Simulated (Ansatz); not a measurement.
**Be$_{2}$Ru: computed property card**

Be2Ru:
```
Be2Ru
1.0
    0.00000     3.03706     3.03706
    3.03706     0.00000     3.03706
    3.03706     3.03706     0.00000
Be Ru
4 2
Direct
  0.62500   0.62500   0.62500
  0.12500   0.62500   0.62500
  0.62500   0.12500   0.62500
  0.62500   0.62500   0.12500
  0.25000   0.25000   0.25000
  0.00000   0.00000   0.00000
```

Space group Fd-3m (No. 227), cubic Laves (MgCu2 type); conventional cell a = b = c = 6.074 Å, α = β = γ = 90.00°.

Method: DFT-PBEsol in the program Ansatz with PAW potentials. The cell and atoms are relaxed at this level. Other levels are named where they apply.

Cell and energy:

- Volume per atom: 9.34 Å³
- Density: 7.06 g/cm³
- Formation energy from the elements (no fitted shifts): -0.33 eV/atom

Electronic structure:

Electronic character: metallic (no gap)
Density of states at the Fermi level: 0.62 states/eV per atom (mean over ±0.08 eV)
Gap with spin–orbit coupling: none (metallic)

Mechanics:

- Bulk modulus (Birch–Murnaghan fit) = 2200 kbar
- Pressure derivative B′ = 4.2
- Elastic constants (relaxed ions, GPa) = C11 = 407, C12 = 127, C44 = 143
- Mechanical stability = stable (all eigenvalues of C positive)
- Hill bulk and shear moduli = 221 and 142 GPa
- Young's modulus = 350 GPa
- Poisson's ratio = 0.24
- Debye temperature from the elastic constants = 702 K

Phonons:

Highest zone-centre frequency: 801 cm^-1
Zone-centre stability: no imaginary mode at Γ

A made-up cell: these elements were put on the sites of a structure type; neither database checked (COD, Materials Project) lists it. Its standing as an ambient phase is unchecked. The cell was relaxed with PBEsol under the symmetry of its start. The run is not spin-polarised. As this level gives no gap, shear constants depend on the k-mesh and smearing (Fermi–Dirac, 0.1 eV here). As this level gives no gap, phonon frequencies hold no LO–TO term and depend on the k-mesh and smearing (Fermi–Dirac, 0.1 eV here). The references are the lowest solids computed at this level, not always the standard phases. Scalar-relativistic: spin–orbit coupling is off unless named, which matters more the heavier the elements.

Potentials: the earlier of the program's two PAW sets. The files were generated under PBE; for other functionals the program regenerates the frozen cores, and for LDA and PBEsol the local potential too.
